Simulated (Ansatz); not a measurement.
BP:
```yaml
crystal:
  lattice:
    - [6.20402, 0.00000, 0.00000]
    - [0.00000, 3.21427, 0.00000]
    - [0.00000, 0.00000, 5.36376]
  atoms:
    - { symbol: B, position: [0.16281, 0.25000, 0.39951] }
    - { symbol: B, position: [0.33719, 0.75000, 0.89951] }
    - { symbol: B, position: [0.83719, 0.75000, 0.60049] }
    - { symbol: B, position: [0.66281, 0.25000, 0.10049] }
    - { symbol: P, position: [0.83791, 0.25000, 0.39280] }
    - { symbol: P, position: [0.66209, 0.75000, 0.89280] }
    - { symbol: P, position: [0.16209, 0.75000, 0.60720] }
    - { symbol: P, position: [0.33791, 0.25000, 0.10720] }
```

Relaxed with PBE+D3(BJ). Special points in fractions of this cell's reciprocal vectors: Γ (0.000, 0.000, 0.000); X (0.500, 0.000, 0.000); S (0.500, 0.500, 0.000); Y (0.000, 0.500, 0.000); Z (0.000, 0.000, 0.500); U (0.500, 0.000, 0.500); R (0.500, 0.500, 0.500); T (0.000, 0.500, 0.500).

List the band energies nearest the valence-band maximum at these points for DFT-PBE+D3(BJ) in the program Ansatz with PAW potentials.

In eV from the valence-band maximum; about four levels below and three above (degenerate sets whole), none deeper than 8.9 eV; points with the same levels are listed once.

```tsv
k	below	above
Γ	-1.24 -1.10 -0.77 0.00	1.17 1.60 1.65
X	-2.51 -2.51 -0.91 -0.91	1.19 1.19 2.59 2.59
S	-3.16 -3.16 -3.16 -3.16	2.76 2.76 2.76 2.76
Y	-4.22 -4.22 -3.05 -3.05	1.32 1.32 3.51 3.51
Z	-2.55 -2.55 -1.40 -1.40	1.23 1.23 2.25 2.25
U	-1.73 -1.73 -1.52 -1.52	0.68 0.68 2.69 2.69
R	-3.37 -3.37 -3.37 -3.37	2.71 2.71 2.71 2.71
T	-2.53 -2.53 -1.53 -1.53	2.10 2.10 3.58 3.58
```

Space group Pnma. The start of the workflow was typed in or built on a structure type; neither database checked (COD, Materials Project) lists it. It is not the phase usual at ambient conditions (space group No. 216). The PBE+D3(BJ) relaxation kept the symmetry of its start; its stability against distortions is not shown here. The volume moved by 24 % from the start of the relaxation.

Potentials: the later of the program's two PAW sets.
